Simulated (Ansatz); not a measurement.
TiTe₂:
```xyz
6
Lattice="6.6863 0.0000 0.0000 0.0000 6.6863 0.0000 0.0000 0.0000 3.6444" Properties=species:S:1:pos:R:3 pbc="T T T"
Ti     0.0000     0.0000     0.0000
Ti     3.3431     3.3431     1.8222
Te     1.9635     1.9635     0.0000
Te     5.3067     1.3796     1.8222
Te     1.3796     5.3067     1.8222
Te     4.7228     4.7228     0.0000
```

Relaxed with PBEsol. Special points in fractions of this cell's reciprocal vectors: Γ (0.000, 0.000, 0.000); X (0.000, 0.500, 0.000); M (0.500, 0.500, 0.000); Z (0.000, 0.000, 0.500); R (0.000, 0.500, 0.500); A (0.500, 0.500, 0.500).

Question: List the band energies nearest the Fermi level at these points for PBEsol with spin–orbit coupling in the plane-wave PAW code Ansatz.

Answer: In eV from the Fermi level; about four levels below and three above (degenerate sets whole), none deeper than 8.9 eV; points with the same levels are listed once.

```
k                    below                above
-  -----------------------  -------------------
Γ  -0.24 -0.24 -0.24 -0.24  0.59 0.59 0.59 0.59
X  -0.31 -0.31 -0.31 -0.31  0.33 0.33 0.33 0.33
M  -0.35 -0.35 -0.35 -0.35  0.21 0.21 0.21 0.21
Z  -1.80 -1.80 -1.80 -1.80  0.91 0.91 0.91 0.91
R  -0.11 -0.11 -0.11 -0.11  1.33 1.33 1.35 1.35
A  -0.78 -0.78 -0.78 -0.78  0.70 0.70 0.70 0.70
```

Space group P4_2/mnm. A made-up cell: these elements were put on the sites of a structure type; neither database checked (COD, Materials Project) lists it. COD files the formula under space group No. 164. Its standing as an ambient phase is unchecked. The PBEsol relaxation kept the symmetry of its start; its stability against distortions is not shown here. No spin polarisation was allowed.

Potentials: the earlier of the program's two PAW sets. The files were generated under PBE; for other functionals the program regenerates the frozen cores, and for LDA and PBEsol the local potential too.
